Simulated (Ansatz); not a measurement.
Si3IrRu: rattling a relaxed structure

The structure comes from a generated guess, relaxed at this level; another structure or a mixture of phases may lie lower.

Method: DFT PBE, scalar-relativistic, plane waves, PAW (Ansatz). Cutoff 420 eV; k points 12×12×6 on the computed 5-atom cell (Γ-centred); Gaussian smearing, width 0.10 eV; no spin polarisation.

The cell below (5 atoms, space group P3m1 (No. 156)) is relaxed within its symmetry.

```
CELL_PARAMETERS angstrom
3.97253 0.00000 0.00000
-1.98627 3.44031 0.00000
0.00000 0.00000 5.67937
ATOMIC_POSITIONS crystal
Si 0.00000 0.00000 0.86151
Si 0.66667 0.33333 0.06329
Si 0.00000 0.00000 0.41781
Ru 0.33333 0.66667 0.80924
Ir 0.66667 0.33333 0.47825
```

For the test a repeat of it with 10 atoms (edges 3.97, 5.68, 6.88 Å) was strained at random (σ = 1.5 % a component), the atoms were moved at random (σ = 0.10 Å), and all was relaxed again on a coarse 6×4×4 mesh (in the run’s order of axes) with 0.20 eV smearing, with no symmetry imposed.

These runs have no spin–orbit coupling, which can matter for Ir.

Q: Is the structure stable against such a distortion?

A: It doesn't return. The energy falls by 76 meV/atom on that mesh, the volume changes by -1.2 %, and the end has space group P1 (No. 1) at a loose tolerance. Relaxed again on an 8×6×6 mesh with 0.10 eV smearing, the new structure lies 76 meV/atom below the first (mesh in the axes of the run's cell; the cell below is made exact in the group named). Space group P1 (No. 1), triclinic, a = 4.512 Å, b = 5.769 Å, c = 5.912 Å, α = 93.1°, β = 91.9°, γ = 92.3°. Around Si on its first site lie 3 Ru at 2.39–2.46 Å, 2 Ir at 2.57–2.60 Å and 4 Si at 2.62–2.89 Å; Si on its second site has 3 Ru at 2.36–2.44 Å, 1 Si at 2.49 Å, 1 Ir at 2.64 Å, 2 Si at 2.66–2.70 Å and 2 Si at 2.89–2.90 Å; around Ru on its first site lie 6 Si at 2.39–2.53 Å, 1 Ir at 2.87 Å, 1 Si at 3.03 Å, 1 Ir at 3.05 Å and 2 Ru at 3.09–3.10 Å; around Ir on its first site lie 4 Si at 2.32–2.39 Å, 1 Si at 2.60 Å and 2 Ru at 2.87–3.01 Å; 6 more sites not described.

```cif
data_structure
_symmetry_space_group_name_H-M 'P1'
_symmetry_Int_Tables_number 1
_cell_length_a 4.5119
_cell_length_b 5.7686
_cell_length_c 5.9122
_cell_angle_alpha 93.117
_cell_angle_beta 91.864
_cell_angle_gamma 92.322
_cell_volume 153.43
loop_
_atom_site_label
_atom_site_type_symbol
_atom_site_symmetry_multiplicity
_atom_site_Wyckoff_symbol
_atom_site_fract_x
_atom_site_fract_y
_atom_site_fract_z
_atom_site_occupancy
Si1 Si 1 a 0.34669 0.52280 0.17946 1
Si2 Si 1 a 0.11277 0.04819 0.14237 1
Si3 Si 1 a 0.56692 0.86441 0.91661 1
Si4 Si 1 a 0.90918 0.35508 0.90824 1
Si5 Si 1 a 0.60466 0.43466 0.58985 1
Si6 Si 1 a 0.94618 0.94444 0.55285 1
Ru1 Ru 1 a 0.85959 0.68371 0.19622 1
Ru2 Ru 1 a 0.61257 0.17609 0.21163 1
Ir1 Ir 1 a 0.44009 0.80956 0.53256 1
Ir2 Ir 1 a 0.10136 0.32774 0.51003 1
```
